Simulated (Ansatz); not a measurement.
# How the vibrations of Sn$_{2}$Pt change with volume

These are results of Ansatz, DFT LDA, scalar-relativistic, plane waves, PAW, not measurements. Cutoff 420 eV, 12×12×12 k-points (Γ-centred), Fermi-Dirac smearing of 0.15 eV. No spin polarisation. Phonons by linear response, acoustic sum rule imposed.

Relaxed structure:
```
Sn Pt
1.0
     0.00000    3.20408    3.20408
     3.20408    0.00000    3.20408
     3.20408    3.20408    0.00000
Sn Pt
2 1
Direct
  0.25000 0.25000 0.25000
  0.75000 0.75000 0.75000
  0.00000 0.00000 0.00000
```

In a metal, frequencies depend on the k mesh and the smearing, soft modes most. Spin–orbit coupling is left out, which can shift energies with elements as heavy as these.

Cells at 0.98 and 1.02 times the equilibrium volume were relaxed in shape and atoms; γ = −d ln ν / d ln V, modes matched by rank.

(1) Give the optical frequencies at Γ (cm⁻¹) at the three volumes and the mode Grüneisen parameters.

(2) What pressures hold the two strained cells, and what bulk modulus follows?

Answers

(1)
| 0.98 V | V | 1.02 V | γ | degeneracy |
| --- | --- | --- | --- | --- |
| 141 | 134 | 127 | 2.52 | 3 |
| 151 | 145 | 139 | 2.12 | 3 |

(2) 2.41 GPa at 0.98 V and -2.13 GPa at 1.02 V, so B = −dP/d ln V ≈ 113 GPa.